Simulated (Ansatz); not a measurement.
Ti3AlC2 in space group P6_3/mmc (No. 194; Ti on 4f, Ti on 2a, Al on 2b, C on 4f) at seven volumes, PBEsol in the plane-wave PAW code Ansatz, shape and atoms relaxed at each. One row is withheld.

```
V (Å³/atom)  P (GPa)
-----------  -------
11.307         19.31
11.680         11.83
12.053          5.45
12.425          0.00
12.798             ?
13.171         -8.52
13.544        -11.79
```

Q: Fit the shown pressures and predict the withheld one.

A: Third-order Birch–Murnaghan: P = (3/2)B₀(x^(7/2) − x^(5/2))[1 + (3/4)(B′ − 4)(x − 1)] with x = (V₀/V)^(2/3). Least squares on the six rows gives V₀ = 12.427 Å³/atom, B₀ = 166.0 GPa, B′ = 4.42. At V = 12.798, x = 0.9806 and P = -4.58 GPa. The run itself gave -4.62 GPa.

The first step of the workflow began from a Materials Project structure, measured or hypothetical; the Crystallography Open Database files this formula in space group No. 194, but the cells were not matched. Whether it is the stable phase at ambient conditions was not checked. Symmetry was held in the PBEsol relaxation; whether a distortion lowers the energy is not shown. The run is not spin-polarised.

Potentials: the later of the program's two PAW sets.
